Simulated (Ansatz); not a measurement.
Relaxation path: zincblende BAs (110), 3 layers

DFT, r2SCAN, PAW with Ansatz's default frozen-core files, scalar-relativistic (Ansatz 0.2.0); a Γ-centred 10×7×1 k mesh, Fermi–Dirac smearing of 0.1 eV, no spin polarisation. The run relaxes the atoms in the fixed cell.

Command: `ansatz run input.yaml --threads 2 --pin off --max-ram 4096MiB --backend cpu --events-out ev --progress --plain --runs-dir out` It took 2.2 min on 2 threads of Intel(R) Xeon(R) Platinum 8488C (Sapphire Rapids) (shared host), peak memory 1.2 GiB.

```yaml
crystal:
  lattice:
    - [3.3826927784, 0.0, 0.0]
    - [0.0, 4.7838500046, 0.0]
    - [0.0, 0.0, 19.3827]
  atoms:
    - { symbol: B, position: [0.25, 0.125, 0.4127393816] }
    - { symbol: As, position: [0.75, 0.875, 0.4127393816] }
    - { symbol: B, position: [0.75, 0.625, 0.5] }
    - { symbol: As, position: [0.25, 0.375, 0.5] }
    - { symbol: B, position: [0.25, 0.125, 0.5872606184] }
    - { symbol: As, position: [0.75, 0.875, 0.5872606184] }
kpoints:
  mp_grid: { grid: [10, 7, 1] }
scf:
  occupations: { method: fermi_dirac, width: 0.1 }
hamiltonian:
  xc: r2scan
  pseudopotentials: { kind: paw }
output:
  forces: true
  stress: true
  eigenvalues: true
  write_density: true
  write_potential: true
  elf: true
  volumetric_format: npy
relax:
  f_tol: 0.01
  max_steps: 40
efield:
  axis: 3
  amplitude: 0
  dipole_correction: true
```

Each step lists its free energy a cell above the last geometry, and Cartesian positions (Å) with forces (eV/Å).

The first step:

```
step 1  dF = 1495.39 meV
  B 0.8457 0.5980 8.0000   0.0000 -1.7169 1.6043
  As 2.5370 4.1859 8.0000   0.0000 1.2150 -1.3742
  B 2.5370 2.9899 9.6913   0.0000 0.2943 0.0000
  As 0.8457 1.7939 9.6913   0.0000 0.7094 0.0000
  B 0.8457 0.5980 11.3827   0.0000 -1.7169 -1.6043
  As 2.5370 4.1859 11.3827   0.0000 1.2150 1.3742
```

The PAW files were made under PBE.

Problem. Where does the relaxation end, and by which steps?

Solution. After 7 geometries, with a shortest distance of 2.032 Å. The further steps:
```
step 2  dF = 402.36 meV
  B 0.8457 0.4951 8.1672   0.0000 -0.5503 1.2832
  As 2.5370 4.1839 7.8998   0.0000 0.4057 -1.1863
  B 2.5370 3.0933 9.6913   0.0000 0.1530 0.0000
  As 0.8457 1.9003 9.6913   0.0000 0.1357 0.0000
  B 0.8457 0.4951 11.2155   0.0000 -0.5503 -1.2832
  As 2.5370 4.1839 11.4829   0.0000 0.4057 1.1863
step 3  dF = 45.05 meV
  B 0.8457 0.4124 8.3447   0.0000 0.1294 -0.0479
  As 2.5370 4.1826 7.7654   0.0000 0.3499 0.4192
  B 2.5370 3.1837 9.6913   0.0000 -0.2370 0.0000
  As 0.8457 1.9779 9.6913   0.0000 -0.7223 0.0000
  B 0.8457 0.4124 11.0380   0.0000 0.1294 0.0479
  As 2.5370 4.1826 11.6173   0.0000 0.3499 -0.4192
step 4  dF = 5.83 meV
  B 0.8457 0.4204 8.3356   0.0000 0.0768 0.0680
  As 2.5370 4.2219 7.7962   0.0000 -0.1970 0.0753
  B 2.5370 3.1322 9.6913   0.0000 0.0798 0.0000
  As 0.8457 1.9346 9.6914   0.0000 0.1601 0.0000
  B 0.8457 0.4204 11.0471   0.0000 0.0768 -0.0680
  As 2.5370 4.2219 11.5865   0.0000 -0.1970 -0.0753
step 5  dF = 0.13 meV
  B 0.8457 0.4224 8.3477   0.0000 0.0061 0.0064
  As 2.5370 4.2094 7.8107   0.0000 0.0012 -0.0110
  B 2.5370 3.1393 9.6913   0.0000 0.0394 0.0000
  As 0.8457 1.9487 9.6913   0.0000 -0.0538 0.0000
  B 0.8457 0.4224 11.0350   0.0000 0.0061 -0.0064
  As 2.5370 4.2094 11.5720   0.0000 0.0012 0.0110
step 6  dF = 0.01 meV
  B 0.8457 0.4220 8.3471   0.0000 0.0076 0.0042
  As 2.5370 4.2093 7.8089   0.0000 -0.0027 0.0007
  B 2.5370 3.1415 9.6913   0.0000 0.0100 0.0000
  As 0.8457 1.9473 9.6914   0.0000 -0.0197 0.0000
  B 0.8457 0.4220 11.0356   0.0000 0.0076 -0.0042
  As 2.5370 4.2093 11.5738   0.0000 -0.0027 -0.0007
step 7  dF = 0.00 meV
  B 0.8457 0.4222 8.3470   0.0000 0.0020 0.0016
  As 2.5370 4.2091 7.8090   0.0000 -0.0006 -0.0014
  B 2.5370 3.1422 9.6914   0.0000 -0.0010 0.0000
  As 0.8457 1.9466 9.6913   0.0000 -0.0019 0.0000
  B 0.8457 0.4222 11.0357   0.0000 0.0020 -0.0016
  As 2.5370 4.2091 11.5737   0.0000 -0.0006 0.0014
```
